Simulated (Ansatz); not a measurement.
Generalised stacking fault of KF (rock salt) on the {100} plane. The cell below holds the perfect crystal with the plane normal along z; tilting its third vector by the shift puts one fault into each cell, between planes 2.66 Å apart, at fixed cell height.

```
KF
1.0
    3.76062     0.00000     0.00000
    0.00000     3.76062     0.00000
    1.88031     1.88031     7.97748
K F
3 3
Direct
  0.00000   0.00000   0.83333
  0.33333   0.33333   0.16667
  0.66667   0.66667   0.50000
  0.50000   0.50000   0.83333
  0.83333   0.83333   0.16667
  0.16667   0.16667   0.50000
```

In-plane vectors a = (3.761, 0.000) Å, b = (0.000, 3.761) Å, area 14.14 Å². The shift is s times the vector a (length 3.761 Å), so s = 1 restores the start. The shift is rigid: no atom relaxes. γ = [E(shift) − E(0)] / area.

Level of theory: r2SCAN (plane waves to 500 eV, PAW, scalar-relativistic; Ansatz, a first-principles code). k mesh 8×8×8 (Γ-centred), Fermi-Dirac smearing 0.05 eV. E is the zero-smearing estimate. Faults lie only 8.0 Å apart, and holding the cell height and the atoms raises γ above its relaxed value. KF was relaxed with its symmetry unable to fall. γ is measured from zero shift.

```csv
s,γ (mJ/m²)
0.000,0
0.083,22
0.167,86
0.250,182
0.333,287
0.417,369
0.500,withheld
0.583,369
0.667,287
0.750,182
0.833,86
0.917,22
```

Q: Fit a Fourier form (three harmonics of 1 − cos and sin) to the given rows and predict γ at s = 0.500.

A: Least squares on the 11 given rows: γ = (200.3)·[1 − cos(2πs)] + (-9.0)·[1 − cos(4πs)], in mJ/m²; root-mean-square residual 0.4 mJ/m². At 0.500 the fit gives 401 mJ/m²; the calculation gives 400 mJ/m², so the interpolation is off by 1 (+0.2 %). 

(The slope of γ gives the shear force per area between the displaced halves; near zero shift its curvature is an elastic stiffness.)
